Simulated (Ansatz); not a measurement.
Ta:
```xyz
2
Lattice="2.8898 0.0000 0.0000 -1.4449 2.5026 0.0000 0.0000 0.0000 5.1137" Properties=species:S:1:pos:R:3 pbc="T T T"
Ta     0.0000     1.6684     3.8353
Ta     1.4449     0.8342     1.2784
```

This is the r²SCAN-relaxed structure.

Question: All from plane-wave PAW r²SCAN (Ansatz code), unless another level is named. Estimate the density of states at the Fermi level.

Answer: 1.3 states/eV per atom (mean over ±0.08 eV).

Question: Give the gap with spin–orbit coupling.

Answer: none (metallic).

Space group P6_3/mmc (hcp (Mg type)). The start of the workflow was typed in or built on a structure type; the Crystallography Open Database copy checked does not list it. It is not the phase usual at ambient conditions (space group No. 229). Symmetry was held in the r²SCAN relaxation; its stability against distortions is not shown here. The run is not spin-polarised. Scalar-relativistic: spin–orbit coupling is off unless named, which matters more the heavier the elements.

Potentials: the earlier of the program's two PAW sets.
